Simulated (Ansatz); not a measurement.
Data:

Y3GaC:
```cif
data_CGaY3
_chemical_formula_sum 'Y3 Ga1 C1'
_space_group_name_H-M_alt 'P 1'
_space_group_IT_number 1
_cell_length_a 4.85472
_cell_length_b 4.85472
_cell_length_c 4.85472
_cell_angle_alpha 90.000
_cell_angle_beta 90.000
_cell_angle_gamma 90.000
loop_
_space_group_symop_operation_xyz
  'x, y, z'
loop_
_atom_site_label
_atom_site_type_symbol
_atom_site_fract_x
_atom_site_fract_y
_atom_site_fract_z
_atom_site_occupancy
Y1 Y 0.50000 0.00000 0.50000 1
Y2 Y 0.00000 0.50000 0.50000 1
Y3 Y 0.50000 0.50000 0.00000 1
Ga1 Ga 0.00000 0.00000 0.00000 1
C1 C 0.50000 0.50000 0.50000 1
```

This is the r²SCAN-relaxed structure.

Problem. All from DFT-r²SCAN in the program Ansatz with PAW potentials, unless another level is named. Estimate the electronic character.

Solution. metallic (no gap).

Problem. Give the density of states at the Fermi level.

Solution. 0.05 states/eV per atom (mean over ±0.08 eV).

Problem. What about the formation energy from the elements (no fitted shifts)?

Solution. -0.63 eV/atom.

Space group Pm-3m (anti-perovskite). The workflow started from a Materials Project entry (that database holds measured and hypothetical structures alike); the Crystallography Open Database copy checked does not list it. Its standing as an ambient phase is unchecked. The cell was relaxed with r²SCAN under the symmetry of its start; its stability against distortions is not shown here. No spin polarisation was allowed. The references are the lowest solids computed at this level, not always the standard phases. Scalar-relativistic: spin–orbit coupling is off unless named, which matters more the heavier the elements.

Potentials: the later of the program's two PAW sets.
